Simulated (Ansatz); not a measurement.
Task: Name crystals whose computed values (plane-wave PAW PBE (Ansatz code)) fall in these windows: highest Γ mode, no LO–TO term (cm⁻¹) 860 to 1100; ε0 12 to 14.

Result: 

| crystal | highest Γ mode, no LO–TO term (cm⁻¹) | ε0 |
|---|---|---|
| Si3N4, Fd-3m (Si on 16c, Si on 8b, N on 32e) | 936 | 12.8 |
Others may fit too.

The cell was relaxed under the symmetry of its start.

Potentials: the later of the program's two PAW sets.
